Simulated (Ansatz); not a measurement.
The elements of this relaxed trial crystal are hidden behind letters.

```
lattice vectors (Å)
   3.0535    0.0000    0.0000
   0.0000    3.0535    0.0000
   0.0000    0.0000    6.7159
fractional positions
X 0.0000 0.0000 0.6740
X 0.0000 0.0000 0.0000
X 0.0000 0.0000 0.3260
Z 0.5000 0.5000 0.7599
Z 0.5000 0.5000 0.2401
```

Computed with DFT PBE, scalar-relativistic, plane waves, PAW (Ansatz). Cutoff 420 eV, Γ-centred 12×12×6 mesh (5-atom cell), Gaussian smearing of 0.10 eV, no spin polarisation.

* Space group: P4/mmm (No. 123)
* Conventional cell: a = 3.053 Å, c = 6.716 Å
* Volume per atom: 12.52 Å³
* Density: 2.42 g/cm³
* Formation energy: +0.24 eV/atom
* Gap on the 12×12×6 mesh of the 5-atom cell: 0 eV (a metal)

Energies are uncorrected and count from the elements' standard states at the same level.

Q: X is an s-block element of period 2 and Z is a p-block element of period 3. Which elements are they?

A: X = Be, Z = S, so the formula is Be3S2. Density times volume gives a mean mass of 2.42 × 12.52/1.6605 = 18.2 u per atom, and this set has 18.2 u. Among the elements that the hints allow, noble gases aside, only these give it. Around Be on a site of symmetry 4mm lie 1 Be at 2.19 Å, 4 S at 2.23 Å and 1 Be at 2.34 Å; around Be on a site of symmetry 4/mmm lie 2 Be at 2.19 Å and 8 S at 2.69 Å; S has 4 Be at 2.23 Å.

A structure relaxed within its symmetry needn't be a true minimum.
